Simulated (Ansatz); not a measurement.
SnSe (Pnma), relaxed with HSE06 (Ansatz, a quantum-chemistry and plane-wave program, plane waves, PAW): a = 8.619 Å, b = 4.117 Å, c = 6.170 Å, α = 90.00°, β = 90.00°, γ = 90.00°.

| Quantity | Value |
|---|---|
| gap (eV) | 0.45 |
| B₀ by P(V) fit (GPa) | 23.7 |

Problem. The same phase is relaxed and computed with PBEsol in the same code. What are the cell and these values now?

Solution. a = 8.1843 Å, b = 4.1262 Å, c = 6.0943 Å, α = β = γ = 90.00°.

- gap (eV) = none
- B₀ by P(V) fit (GPa) = 38.6

All cells were relaxed under the symmetry of their starts (and spin orders); stability against distortions was not tested throughout. Spin–orbit coupling is left out wherever it is not named.

Potentials: the later of the program's two PAW sets.

Ansatz is a plane-wave DFT program.
